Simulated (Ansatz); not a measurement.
Consider the following.

BP:
```
CELL_PARAMETERS angstrom
      3.00495     0.00000     0.00000
      0.00000     3.00495     0.00000
      0.00000     0.00000     5.30060
ATOMIC_POSITIONS crystal
  B  0.00000 0.50000 0.00000
  B  0.50000 0.00000 0.50000
  P  0.00000 0.00000 0.25000
  P  0.00000 0.00000 0.75000
```

This is the PBE-relaxed structure.

Q: All from PBE in the plane-wave PAW code Ansatz, unless another level is named. Give the electronic character.

A: metallic (no gap).

Q: What about the density of states at the Fermi level?

A: 0.31 states/eV per atom (mean over ±0.08 eV).

Q: What about the formation energy from the elements (no fitted shifts)?

A: 0.57 eV/atom.

Space group P4_2/mmc. A made-up cell: these elements were put on the sites of a structure type; neither database checked (COD, Materials Project) lists it. It is not the phase usual at ambient conditions (space group No. 216). Symmetry was held in the PBE relaxation; whether a distortion lowers the energy is not shown. The references are the lowest solids computed at this level, not always the standard phases.

Potentials: the later of the program's two PAW sets.
